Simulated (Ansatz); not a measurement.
Mg:
```yaml
crystal:
  lattice:
    - [3.07232, 0.00000, 0.00000]
    - [-1.53616, 2.66071, 0.00000]
    - [0.00000, 0.00000, 3.05664]
  atoms:
    - { symbol: Mg, position: [0.00000, 0.00000, 0.00000] }
```

Relaxed with PBEsol.

Q: List the phonon frequencies at the special points (DFPT on a 5×5×4 q-mesh, Fourier-interpolated; plane-wave PAW PBEsol (Ansatz code)).

A: In cm⁻¹.

| q | frequencies |
|---|---|
| Γ | 0 0 0 |
| M | 118i 156 260 |
| K | 129i 220 220 |
| A | 110i 110i 224 |
| L | 131 217 255 |
| H | 212 212 217 |

Space group P6/mmm (simple hexagonal). The workflow started from a Materials Project entry (that database holds measured and hypothetical structures alike); the Crystallography Open Database copy checked does not list it. It is not the phase usual at ambient conditions (space group No. 194). The PBEsol relaxation kept the symmetry of its start. At this level the phase is dynamically unstable (imaginary phonons). As this level gives no gap, phonon frequencies hold no LO–TO term and depend on the k-mesh and smearing (Fermi–Dirac, 0.1 eV here).

Potentials: the earlier of the program's two PAW sets. The files were generated under PBE; for other functionals the program regenerates the frozen cores, and for LDA and PBEsol the local potential too.
